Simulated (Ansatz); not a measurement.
A relaxation computed with Ansatz, from input to last step.

```yaml
crystal:
  lattice:
    - [4.7436557557, 0.0, 0.0]
    - [-2.3718278779, 4.1081263912, 0.0]
    - [0.0, 0.0, 2.871704483]
  atoms:
    - { symbol: Sc, position: [0.0, 0.0, 0.0] }
    - { symbol: Co, position: [0.5, 0.0, 0.5] }
    - { symbol: Co, position: [0.5, 0.5, 0.5] }
    - { symbol: Co, position: [0.0, 0.5, 0.5] }
    - { symbol: B, position: [0.3333333333, 0.6666666667, 0.0] }
    - { symbol: B, position: [0.6666666667, 0.3333333333, 0.0] }
basis:
  ecutwfc: 420
kpoints:
  mp_grid: { grid: [12, 12, 12] }
hamiltonian:
  xc: pbesol
scf:
  occupations: { method: gaussian, width: 0.1 }
output:
  forces: true
  stress: true
  eigenvalues: true
relax:
  adjacent_minimum: "off"
  f_tol: 0.01
  max_steps: 30
  cell: { stress_tol: 0.1, fix: [volume] }
```

```bash
ansatz run input.yaml --threads 1 --pin off --max-ram 2560MiB --backend cpu --events-out ev --progress --plain --runs-dir out
```

Method: Ansatz 0.2.0, DFT PBEsol, scalar-relativistic, plane waves, PAW.

The volume is held at 0.94 times that of the relaxed cell.

Of 4 frames 3 are shown, positions in Å and forces in eV/Å; the SCF threshold varies from step to step. Steps run on the plane waves of an earlier cell, with a Pulay correction in the pressure. The basis is chosen afresh for the last frame, the zero of the energies, and at times for earlier ones too; energy and pressure step there, also at an unchanged geometry. Spin polarisation was left out; whether the Co atoms would carry moments isn't shown by this run.

```xyz
6
Lattice="4.7437 0.0000 0.0000 -2.3718 4.1081 0.0000 0.0000 0.0000 2.8717" Properties=species:S:1:pos:R:3:forces:R:3 pbc="T T T" step=1 free_energy_over_end_meV_per_atom=0.01 pressure_GPa=17.00
Sc    0.0000    0.0000    0.0000    0.0000    0.0000    0.0000
Co    2.3718    0.0000    1.4359    0.0000    0.0000    0.0000
Co    1.1859    2.0541    1.4359    0.0000    0.0000    0.0000
Co   -1.1859    2.0541    1.4359    0.0000    0.0000    0.0000
B     0.0000    2.7388    0.0000    0.0000    0.0000    0.0000
B     2.3718    1.3694    0.0000    0.0000    0.0000    0.0000
6
Lattice="4.7431 0.0000 0.0000 -2.3715 4.1076 0.0000 0.0000 0.0000 2.8724" Properties=species:S:1:pos:R:3:forces:R:3 pbc="T T T" step=2 free_energy_over_end_meV_per_atom=0.00 pressure_GPa=17.00
Sc    0.0000    0.0000    0.0000    0.0000    0.0000    0.0000
Co    2.3715    0.0000    1.4362    0.0000    0.0000    0.0000
Co    1.1858    2.0538    1.4362    0.0000    0.0000    0.0000
Co   -1.1858    2.0538    1.4362    0.0000    0.0000    0.0000
B     0.0000    2.7384    0.0000    0.0000    0.0000    0.0000
B     2.3715    1.3692    0.0000    0.0000    0.0000    0.0000
6
Lattice="4.7420 0.0000 0.0000 -2.3710 4.1067 0.0000 0.0000 0.0000 2.8737" Properties=species:S:1:pos:R:3:forces:R:3 pbc="T T T" step=4 free_energy_over_end_meV_per_atom=0.00 pressure_GPa=17.00
Sc    0.0000    0.0000    0.0000    0.0000    0.0000    0.0000
Co    2.3710    0.0000    1.4368    0.0000    0.0000    0.0000
Co    1.1855    2.0534    1.4368    0.0000    0.0000    0.0000
Co   -1.1855    2.0534    1.4368    0.0000    0.0000    0.0000
B     0.0000    2.7378    0.0000    0.0000    0.0000    0.0000
B     2.3710    1.3689    0.0000    0.0000    0.0000    0.0000
```

The run took 2.1 min on 1 thread of Arm Neoverse N1 (shared host), peak memory 0.52 GiB.